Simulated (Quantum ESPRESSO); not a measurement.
Ga2Ti6, a guest atom moved from site to site

Simulated, not a measurement. The program is pw.x of Quantum ESPRESSO 7.5 (plane-wave density functional theory). The cell is made up: eight metal atoms on a hexagonal close-packed lattice, with elements, volume, strain and displacements drawn at random and not relaxed, so it may be unstable or far from any real phase. PseudoDojo standard norm-conserving files set the functional (PBE unless stated); there is no spin polarisation or spin-orbit coupling, the Fermi-Dirac width of 0.25 eV means electrons at about 2900 K, and the masses in the input are unused placeholders. A spin test at this wide smearing found no moment, but such smearing suppresses magnetism that the real alloy may have.

The runs move one Ga atom among sites that otherwise hold Ti. Cell, positions, cutoff, mesh and smearing stay as in the input of run 1; sites are counted in its order. Stress in the tables is positive in tension.

Input of run 1:

```
&control calculation='scf', pseudo_dir='./dojo.nc.sr.pbe.v0_5.standard.upf', outdir='./o', disk_io='minimal', tprnfor=.true., tstress=.true. /
&system ibrav=0, nat=8, ntyp=2, nbnd=65, ecutwfc=84.00895049, nosym=.true., tot_charge=0,
 occupations='smearing', smearing='fd', degauss=0.0183746611
/
&electrons conv_thr=1.470e-08, electron_maxstep=70, mixing_beta=0.5 /
ATOMIC_SPECIES
Ga 1.0 Ga.upf
Ti 1.0 Ti.upf
CELL_PARAMETERS angstrom
2.8815 -0.014 -0.019
1.4841 -2.4382 -4.5691
1.4357 7.6077 -4.7382
ATOMIC_POSITIONS angstrom
Ga 0.0865 0.0227 -0.0154
Ti 1.5107 2.6321 -4.6165
Ga 1.4645 -1.0568 -2.1228
Ti 2.8698 1.71 -6.9661
Ti 2.8348 4.9967 -4.6341
Ti 2.6869 -0.1392 -4.4856
Ti 2.9362 1.7367 -2.2693
Ti 4.2826 4.4374 -7.0167
K_POINTS automatic
8 5 3 1 1 1
```

| run | elements on sites 1 to 8 | free energy less that of run 1 (eV) | -TS (eV) | pressure (GPa) | stress xx (GPa) | stress yy (GPa) | stress zz (GPa) | stress yz (GPa) | stress xz (GPa) | stress xy (GPa) | iterations |
| --- | --- | --- | --- | --- | --- | --- | --- | --- | --- | --- | --- |
| 1 | Ga Ti Ga Ti Ti Ti Ti Ti | 0.000 | -1.876 | 5.00 | -5.21 | -3.79 | -5.99 | -0.91 | -0.58 | -2.08 | 20 |
| 2 | Ti Ga Ga Ti Ti Ti Ti Ti | -0.481 | -1.974 | 4.03 | -6.11 | -2.44 | -3.55 | -2.87 | -0.38 | -1.93 | 22 |
| 3 | Ti Ti Ga Ti Ga Ti Ti Ti | -0.420 | -1.943 | 3.58 | -4.54 | -3.16 | -3.05 | -2.91 | -0.69 | -1.43 | 18 |
| 4 | Ti Ti Ga Ti Ti Ga Ti Ti | 0.014 | -1.947 | 5.32 | -6.53 | -3.80 | -5.63 | -0.57 | -0.79 | -0.96 | 20 |
| 5 | Ti Ti Ga Ti Ti Ti Ga Ti | -0.118 | -2.021 | 4.96 | -5.75 | -5.81 | -3.31 | -0.94 | -0.39 | -1.35 | 22 |
| 6 | Ti Ti Ga Ti Ti Ti Ti Ga | 0.004 | -1.986 | 4.53 | -6.34 | -3.59 | -3.65 | -1.28 | -0.42 | -1.60 | 19 |

Forces Fx Fy Fz (eV/Å):

| site | run 1 | run 2 | run 3 | run 4 | run 5 | run 6 |
| --- | --- | --- | --- | --- | --- | --- |
| 1 | -0.74 -0.84 0.12 | -0.81 -0.85 -0.19 | -0.91 -1.25 0.19 | -0.72 -1.06 -0.33 | -0.87 -0.63 -0.11 | -0.65 -0.86 0.26 |
| 2 | -0.22 -0.75 -0.36 | -0.25 -0.64 -0.20 | -0.13 -0.47 -0.59 | -0.20 -1.16 -0.27 | -0.14 -0.68 -0.02 | -0.29 -0.58 -0.25 |
| 3 | -0.23 2.03 -0.61 | -0.20 1.84 -0.70 | -0.22 1.71 -0.77 | -0.07 1.92 -0.17 | -0.18 1.60 -0.66 | -0.15 1.60 -0.60 |
| 4 | 0.23 0.36 0.86 | 0.27 0.49 1.15 | 0.20 0.50 0.34 | 0.13 0.40 0.57 | 0.15 0.45 0.83 | 0.23 0.74 0.70 |
| 5 | 0.21 0.69 0.12 | 0.25 -0.01 0.23 | 0.22 0.71 0.23 | 0.26 0.53 0.21 | 0.24 0.64 0.10 | 0.28 0.37 -0.34 |
| 6 | 0.98 0.95 0.41 | 0.75 1.42 0.53 | 0.85 1.22 0.68 | 0.83 1.76 0.01 | 0.91 0.82 0.21 | 0.71 1.31 0.57 |
| 7 | -0.39 -0.87 -0.39 | -0.30 -0.68 -0.78 | -0.31 -1.01 -0.20 | -0.43 -0.70 0.07 | -0.35 -0.51 -0.36 | -0.32 -0.80 -0.38 |
| 8 | 0.15 -1.57 -0.16 | 0.31 -1.57 -0.05 | 0.30 -1.42 0.12 | 0.20 -1.70 -0.08 | 0.24 -1.68 0.00 | 0.19 -1.77 0.04 |

The sites are displaced and not relaxed, so the energy differences mix bonding between neighbours with strain and are not ordering energies. A rerun of one cell of this series at a higher cutoff and on a denser mesh moved values by no more than 0.002 eV in energy, 0.02 GPa in stress and 0.003 eV/Å in force, and a second program with other atomic files agreed on that cell to 2 % rms in force and 0.5 GPa in pressure.